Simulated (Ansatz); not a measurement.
Pt₃W (Cu3Au type, space group No. 221) at seven volumes, PBE (plane waves, PAW; program Ansatz), scaled uniformly. One row is withheld.

```tsv
V (Å³/atom)	P (GPa)
14.222	32.70
14.691	19.78
15.159	9.00
15.628	0.00
16.097	?
16.566	-13.73
17.035	-18.90
```

**Question.** Fit the shown pressures and predict the withheld one.

**Answer.** Third-order Birch–Murnaghan: P = (3/2)B₀(x^(7/2) − x^(5/2))[1 + (3/4)(B′ − 4)(x − 1)] with x = (V₀/V)^(2/3). Least squares on the six rows gives V₀ = 15.629 Å³/atom, B₀ = 272.9 GPa, B′ = 5.07. At V = 16.097, x = 0.9805 and P = -7.47 GPa. The run itself gave -7.50 GPa.

Space group Pm-3m (Cu3Au type). A made-up cell: these elements were put on the sites of a structure type; neither database checked (COD, Materials Project) lists it. Whether it is the stable phase at ambient conditions was not checked. The PBE relaxation kept the symmetry of its start; whether a distortion lowers the energy is not shown. The run is not spin-polarised. Scalar-relativistic: spin–orbit coupling is off unless named, which matters more the heavier the elements.

Potentials: the earlier of the program's two PAW sets.
